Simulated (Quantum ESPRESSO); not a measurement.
GaAlIn2P4, a curve over strain

A calculation, not a measurement. The program is pw.x of Quantum ESPRESSO 7.5 (plane-wave density functional theory). The cell is made up: 8 atoms on a zincblende/diamond lattice, with randomly drawn elements, strain and displacements, not relaxed. PseudoDojo standard norm-conserving files (v0.5 for PBE, v0.4.1 for LDA and PBEsol) set the functional; there is no spin polarisation, spin-orbit coupling or dispersion term, and the masses in the input are unused placeholders.

Seven runs add a strain to one cell (shear xy, as the tensor component); the atoms follow the cell and are not relaxed. Stress in the table is positive in tension.

Input of the run at -0.0027:

```
&control calculation='scf', pseudo_dir='./dojo.nc.sr.pbe.v0_5.standard.upf', outdir='./o', disk_io='medium', tprnfor=.true., tstress=.true. /
&system ibrav=0, nat=8, ntyp=4, nbnd=37, ecutwfc=79.96652505, nosym=.true., tot_charge=0,
 occupations='smearing', smearing='fd', degauss=0.0018374661
/
&electrons conv_thr=7.350e-09, electron_maxstep=60, /
ATOMIC_SPECIES
Al 1.0 Al.upf
Ga 1.0 Ga.upf
In 1.0 In.upf
P 1.0 P.upf
CELL_PARAMETERS angstrom
5.9231 -0.013 -0.0733
-0.0128 5.84 0.0791
-0.0735 0.0793 5.8138
ATOMIC_POSITIONS angstrom
Ga 0.0148 -0.0169 0.0123
Al -0.03 2.9746 2.9549
In 2.951 0.0768 2.889
In 2.9552 2.8849 0.0156
P 1.4589 1.5045 1.4557
P 1.4208 4.4292 4.4132
P 4.3807 1.5272 4.2806
P 4.414 4.4191 1.4593
K_POINTS automatic
4 4 4 1 1 1
```

| added strain | free energy less that of the input shown (eV) | stress xx (GPa) | stress yy (GPa) | stress zz (GPa) | stress xy (GPa) | pressure (GPa) | iterations |
| --- | --- | --- | --- | --- | --- | --- | --- |
| -0.0242 | 0.0967 | 3.35 | 2.53 | 2.38 | -3.09 | -2.75 | 11 |
| -0.0027 | 0.0000 | 3.67 | 2.84 | 2.60 | -0.59 | -3.03 | 11 |
| +0.0081 | 0.0007 | 3.68 | 2.85 | 2.62 | 0.67 | -3.05 | 11 |
| +0.0144 | 0.0163 | 3.65 | 2.82 | 2.60 | 1.40 | -3.02 | 11 |
| +0.0199 | 0.0395 | 3.59 | 2.77 | 2.57 | 2.04 | -2.98 | 11 |
| +0.0248 | 0.0672 | 3.52 | 2.71 | 2.53 | 2.61 | -2.92 | 11 |

Question: one run is left out of the table, at +0.0173. Estimate its stress xy (GPa).

Answer: 1.73. The whole row:

| added strain | free energy less that of the input shown (eV) | stress xx (GPa) | stress yy (GPa) | stress zz (GPa) | stress xy (GPa) | pressure (GPa) | iterations |
| --- | --- | --- | --- | --- | --- | --- | --- |
| +0.0173 | 0.0277 | 3.62 | 2.80 | 2.59 | 1.73 | -3.00 | 11 |

A cubic fit gives a slope of stress xy against the added strain of 116 GPa at zero added strain, with the atoms clamped. Across the table the free energy follows the integral of the stress to within 0.4 meV. A rerun of one of the cells at 1377 eV and a 6 x 6 x 6 mesh moved values by no more than 0.008 eV in energy, 0.02 GPa in stress and 0.002 eV/Å in force.